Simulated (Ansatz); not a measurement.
## From the elastic tensor of BaZrO3 to moduli and sound speeds

The calculation used Ansatz, DFT PBEsol, scalar-relativistic, plane waves, PAW. Cutoff 420 eV, 6×6×6 k-points (Γ-centred), fixed occupations. No spin polarisation.

It takes space group Pm-3m (No. 221, cubic). Conventional cell: a = 4.181 Å, b = 4.181 Å, c = 4.181 Å, α = 90.00°, β = 90.00°, γ = 90.00°. Ba (site symmetry m-3m) is surrounded by 12 O at 2.96 Å. Around Zr (site symmetry m-3m) lie 6 O at 2.09 Å. Around O (site symmetry 4/mmm) lie 2 Zr at 2.09 Å.

Relaxed-ion constants (GPa, on the Cartesian axes of the calculation):
C11 = 323.6, C12 = 82.7, C13 = 82.7, C22 = 323.6, C23 = 82.7, C33 = 323.6, C44 = 85.2, C55 = 85.2, C66 = 85.2 GPa; the others vanish.

Density 6.285 g/cm³; 5 atoms in 73.07 Å³.

The values that follow are for a polycrystal of randomly turned grains, by Hill's mean where one number stands.

With S = C⁻¹: B_V = (C11+C22+C33+2(C12+C13+C23))/9, G_V = (C11+C22+C33−C12−C13−C23+3(C44+C55+C66))/15, 1/B_R = S11+S22+S33+2(S12+S13+S23), 15/G_R = 4(S11+S22+S33−S12−S13−S23)+3(S44+S55+S66); Hill is their mean. Then v_l = √((B+4G/3)/ρ), v_t = √(G/ρ), v_m = [(2/v_t³+1/v_l³)/3]^(−1/3) and Θ = (ħ/k_B)·v_m·(6π²n/V)^(1/3) for n atoms in the volume V; E = 9BG/(3B+G), ν = (3B−2G)/(2(3B+G)) and A^U = 5G_V/G_R + B_V/B_R − 6.

```json
{
 "Bulk modulus, Voigt / Reuss / Hill": "163.0 / 163.0 / 163.0 GPa",
 "Shear modulus, Voigt / Reuss / Hill": "99.3 / 96.5 / 97.9 GPa",
 "Young's modulus": "245 GPa",
 "Poisson ratio": "0.250",
 "Pugh ratio B/G": "1.66",
 "Universal anisotropy index": "0.15",
 "Longitudinal and transverse sound speeds": "6834 and 3947 m/s",
 "Debye temperature from the mean sound speed": "534 K"
}
```

Symmetry holds off the tilts and polar distortions that many cubic perovskites undergo.

Cost: 1 run of about 0.2 core-minutes, on AMD EPYC 9R45 (Zen 5) (shared hosts).